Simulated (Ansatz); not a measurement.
Below is a relaxed structure of Ge2As3. The cell was found from a structure generator's guess, not taken from experiment.

Method: DFT PBE, scalar-relativistic, plane waves, PAW in Ansatz. Cutoff 420 eV, Γ-centred mesh, Gaussian smearing, no spin polarisation.

```
CELL_PARAMETERS angstrom
4.58424 0.00000 0.00000
-2.29212 3.97007 0.00000
0.00000 0.00000 7.87334
ATOMIC_POSITIONS crystal
Ge 0.00000 0.00000 0.20007
Ge 0.00000 0.00000 0.79993
As 0.33333 0.66667 0.00000
As 0.66667 0.33333 0.00000
As 0.00000 0.00000 0.50000
```

The zero of energy is the elements' standard structures at the same level; no fitted shifts are applied.

Task: Find its symmetry and describe it.

Result: P6/mmm (No. 191). Conventional cell: a = 4.584 Å, c = 7.873 Å. Around Ge lie 1 As at 2.36 Å and 6 As at 3.08 Å; As on a site of symmetry -6m2 is surrounded by 3 As at 2.65 Å and 6 Ge at 3.08 Å; around As on a site of symmetry 6/mmm lie 2 Ge at 2.36 Å.

Task: How far does it lie from the elements in energy?

Result: +0.66 eV/atom. A positive value: parting into the elements would lower its energy.

Task: Is it a metal?

Result: Yes, bands cross the Fermi level on the 12×12×6 mesh.

The last run used a 12×12×6 mesh (in the run's order of axes) for its 5-atom cell and Gaussian smearing of 0.10 eV. No dispersion correction is applied, so the spacing and binding between layers, chains or molecules are poorly described. An odd number of electrons in the primitive cell allows no gap without spin; a larger cell or a magnetic state could open one. The cell is a metal run without spin; a magnetic state may lie lower. The reference form of As is held partly by dispersion forces, which this level lacks. Symmetry constrained the relaxation, so the result can be a saddle point. Another cell of Ge2As3 relaxed alike, in P1, lies 0.58 eV/atom lower, so this cell isn't the stable form at this level.
